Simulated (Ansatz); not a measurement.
BaTaO3:
```xyz
5
Lattice="4.0699 0.0000 0.0000 0.0000 4.0699 0.0000 0.0000 0.0000 4.0699" Properties=species:S:1:pos:R:3 pbc="T T T"
Ba     0.0000     0.0000     0.0000
Ta     2.0350     2.0350     2.0350
O      0.0000     2.0350     2.0350
O      2.0350     0.0000     2.0350
O      2.0350     2.0350     0.0000
```

Relaxed with PBEsol. Special points in fractions of this cell's reciprocal vectors: Γ (0.000, 0.000, 0.000); X (0.000, 0.500, 0.000); M (0.500, 0.500, 0.000); R (0.500, 0.500, 0.500).

List the band energies nearest the Fermi level at these points for the program Ansatz at the PBEsol level (PAW).

In eV from the Fermi level; about four levels below and three above (degenerate sets whole), none deeper than 8.9 eV; points with the same levels are listed once.

```
k                                below           above
-  -----------------------------------  --------------
Γ  -4.25 -4.25 -4.25 -1.25 -1.25 -1.25  1.04 1.04 2.52
X              -5.84 -4.67 -4.67 -0.92  1.60 1.60 3.00
M              -5.32 -4.90 -4.90 -4.09  1.63 1.63 2.57
R  -6.61 -6.61 -6.61 -4.05 -4.05 -4.05  2.52 2.52 2.52
```

Space group Pm-3m (cubic perovskite). The workflow started from a Materials Project entry (that database holds measured and hypothetical structures alike); the Crystallography Open Database copy checked does not list it. Its standing as an ambient phase is unchecked. The PBEsol relaxation kept the symmetry of its start; its stability against distortions is not shown here. No spin polarisation was allowed. With an odd number of electrons in the cell and no spin polarisation, the count alone makes it a metal. Scalar-relativistic: spin–orbit coupling is off unless named, which matters more the heavier the elements.

Potentials: the later of the program's two PAW sets.
